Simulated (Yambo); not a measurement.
# Optical response of AlPO$_{4}$

```
AlPO4
1.0
    5.28604     0.00000     0.00000
   -2.64302     4.57784     0.00000
    0.00000     0.00000     8.62942
O Al P
8 2 2
Cartesian
 -1.23644   2.33804   4.27527
  2.64302   0.09824   8.58998
  1.23644   2.33804   4.27527
  3.87946   2.23980   8.58998
  0.00000   4.47961   4.27527
  1.40658   2.23980   8.58998
  0.00000   3.05190   2.25702
  2.64302   1.52595   6.57173
  0.00000   3.05190   0.53459
  2.64302   1.52595   4.84930
  2.64302   1.52595   8.08568
  0.00000   3.05190   3.77097
```

Yambo, RPA with local fields on LDA bands; 3×3×2 mesh, 154 bands, 3 Ry local-field block, 0.2 eV broadening; field along x.

```
E (eV)  Im ε  Re ε  Im ε, independent particles
------  ----  ----  ---------------------------
0.0     0.00  1.98                         0.00
0.6     0.00  1.98                         0.00
1.2     0.00  1.99                         0.00
1.9     0.01  2.00                         0.01
2.5     0.01  2.02                         0.01
3.1     0.01  2.04                         0.01
3.8     0.01  2.08                         0.02
4.4     0.02  2.13                         0.02
5.0     0.02  2.19                         0.03
5.6     0.03  2.28                         0.04
6.2     0.06  2.41                         0.07
6.9     0.14  2.59                         0.15
7.5     0.36  2.77                         0.41
8.1     0.67  3.17                         0.77
8.8     1.53  3.22                         1.81
9.4     1.83  1.98                         2.16
10.0    1.15  1.85                         1.35
10.6    1.58  2.13                         2.03
11.2    1.73  1.44                         2.03
11.9    1.47  1.23                         1.76
12.5    0.96  1.40                         1.10
13.1    1.16  1.55                         1.41
13.8    1.24  1.46                         1.44
14.4    1.60  1.16                         1.90
15.0    1.36  1.24                         1.75
15.6    1.28  0.97                         1.65
16.2    1.43  0.87                         1.82
16.9    1.19  0.70                         1.57
17.5    1.06  0.63                         1.26
18.1    0.82  0.56                         0.96
18.8    0.79  0.68                         1.15
19.4    0.83  0.63                         1.07
20.0    0.67  0.70                         0.88
```

Structure narrower than a few tenths of an eV can come from the finite k mesh. Convergence of the RPA response with its 3×3×2 mesh was not tested. No excitonic effects at this level.

Geometry of the Materials Project entry, not relaxed at this level.
